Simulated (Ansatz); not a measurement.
A trial cell of VMoS4, before relaxation:

```yaml
crystal:
  lattice:
    - [2.79788, -3.35063, 0.00000]
    - [2.79788, 3.35063, 0.00000]
    - [0.00000, 0.00000, 5.60528]
  atoms:
    - { symbol: V, position: [0.00000, 0.00000, 0.00000] }
    - { symbol: Mo, position: [0.50000, 0.50000, 0.50000] }
    - { symbol: S, position: [0.60477, 0.39523, 0.00000] }
    - { symbol: S, position: [0.10487, 0.89513, 0.50000] }
    - { symbol: S, position: [0.89513, 0.10487, 0.50000] }
    - { symbol: S, position: [0.39523, 0.60477, 0.00000] }
```

Computed with Ansatz, DFT PBE, scalar-relativistic, plane waves, PAW. Cutoff 420 eV, Gaussian smearing, Γ-centred meshes. Cell and atoms relax first on a coarse mesh and then on a finer one. In between, the cell is made exact in the group found at 0.06 Å. In metals the finer mesh still leaves noise of several meV/atom or more. The steps can't lower the symmetry of their start. Collinear spin, starting moments V 2.0; Mo 1.0 μB.

A guess keeps its type if space group and coordination stay and the shape of the cell changes little (axis ratios within about 15 %, angles within 6°); the volume may change.

**Question.** Does it keep its structure type, or change into something else?

**Answer.** It doesn't keep its type. The symmetry stays Cmmm (No. 65). The volume per atom grows by 8.1 %, from 17.5 to 18.9 Å³. The shortest distance goes from 1.40 Å (S–S) to 2.52 Å (Mo–S and V–S). Counting neighbours within 15 % of an atom's shortest distance, the start has Mo 10, S 1, V 10 and the end Mo 8, S 5, V 8. In detail, at the end V is surrounded by 8 S at 2.52 Å and 4 Mo at 2.93 Å; around Mo lie 8 S at 2.52 Å and 4 V at 2.93 Å; around S on its first site lie 2 V at 2.52 Å, 2 Mo at 2.52 Å and 5 S at 2.87–2.93 Å; 1 more site not described.

```xyz
6
Lattice="2.0699 -6.6320 0.0000 2.0699 6.6320 0.0000 0.0000 0.0000 4.1397" Properties=species:S:1:pos:R:3 pbc="T T T"
V     0.0000    0.0000    0.0000
Mo    2.0699    0.0000    2.0699
S     2.0699   -1.4347    0.0000
S     2.0699    5.1970    2.0699
S     2.0699   -5.1970    2.0699
S     2.0699    1.4347    0.0000
```

The last run used collinear spin, a 10×10×10 mesh for its 6-atom cell and Gaussian smearing of 0.10 eV. Weakly bound directions are ill-defined at this level, which has no dispersion term. No Hubbard U is applied to the 3d shell of V. Another magnetic order may lie lower. Symmetry constrained the relaxation, so the result can be a saddle point.
